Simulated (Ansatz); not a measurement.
MnO₂:
```xyz
6
Lattice="3.0994 -3.0994 0.0000 3.0994 3.0994 0.0000 0.0000 0.0000 2.8610" Properties=species:S:1:pos:R:3 pbc="T T T"
Mn     0.0000     0.0000     0.0000
Mn     3.0994     0.0000     1.4305
O      4.3097     0.0000     0.0000
O      3.0994    -1.8892     1.4305
O      1.8892     0.0000     0.0000
O      3.0994     1.8892     1.4305
```
Starting moments (μB, in the order of the atoms Mn Mn O O O O): 2.7 -2.7 -0.1 0.1 -0.1 0.1.

Relaxed with r²SCAN. Independent-particle spectrum: no excitons, no local fields, no scissors shift; 0.1 eV broadening; ε₁ of the summed bands alone.

Question: Tabulate the dielectric function from r²SCAN in the plane-wave PAW code Ansatz.

Answer: 

```tsv
E (eV)	ε₁ xx	ε₂ xx	ε₁ zz	ε₂ zz
0.0	9.94	0.00	10.81	0.00
0.3	10.07	0.00	10.89	0.00
0.6	10.49	0.06	11.15	0.00
0.9	11.34	0.29	11.64	0.00
1.2	13.47	1.70	12.55	0.07
1.5	8.94	5.20	13.98	0.45
1.8	9.78	2.16	16.65	1.89
2.1	12.34	1.91	17.18	7.10
2.4	14.80	5.24	15.58	9.71
2.7	13.87	11.35	14.57	15.38
3.0	7.30	13.58	7.05	14.80
3.3	5.47	9.52	3.48	14.40
3.6	4.32	10.98	0.94	9.76
3.9	3.85	9.54	2.86	5.84
4.2	0.53	8.83	4.05	6.28
4.5	1.35	6.91	5.19	6.46
4.8	1.92	6.46	5.12	7.25
5.1	1.84	6.43	5.67	8.16
5.4	2.61	6.52	5.63	10.79
5.7	2.33	8.75	1.58	12.60
6.0	-0.88	9.07	0.58	10.32
6.3	-1.39	6.68	-1.32	10.27
6.6	-2.04	6.90	-2.57	8.84
6.9	-3.20	5.19	-3.14	6.39
7.2	-3.16	3.57	-2.45	6.06
7.5	-2.32	2.74	-2.59	6.47
7.8	-1.81	2.49	-3.25	5.59
8.1	-1.69	2.31	-3.84	4.19
8.4	-1.75	1.93	-3.90	3.86
8.7	-1.60	1.22	-3.91	2.17
9.0	-1.15	0.89	-3.30	1.36
9.3	-0.71	0.57	-2.39	0.60
9.6	-0.26	0.49	-1.62	0.47
9.9	0.17	0.65	-1.10	0.44
10.2	0.18	0.75	-0.68	0.54
10.5	0.21	0.70	-0.50	0.71
10.8	0.33	0.51	-0.48	0.60
11.1	0.57	0.46	-0.27	0.49
11.4	0.77	0.49	-0.10	0.41
11.7	0.88	0.49	0.12	0.33
12.0	1.06	0.50	0.33	0.32
```

Question: From ε at 1.8 eV (xx: 9.78 + 2.16i), find n, k, the normal reflectivity and the absorption coefficient.

Answer: n = 3.15, k = 0.343, R = 27 %, α = 2kE/ħc = 63000 cm⁻¹.

With all bands, ε∞ without local fields is 10.3 (xx = yy), 11.1 (zz).

Space group P4_2/mnm (rutile). Symmetry was held in the r²SCAN relaxation, as lowered by the spin order. Magnetic state: antiferromagnetic, chosen from 5 collinear starts compared on coarse meshes (ties went to the first, and starts can fall back to one state), not a proven ground state. Textbook magnetic order: helical. Other orbital occupations within this spin state were not tried. No Hubbard U is applied.

Potentials: the later of the program's two PAW sets.
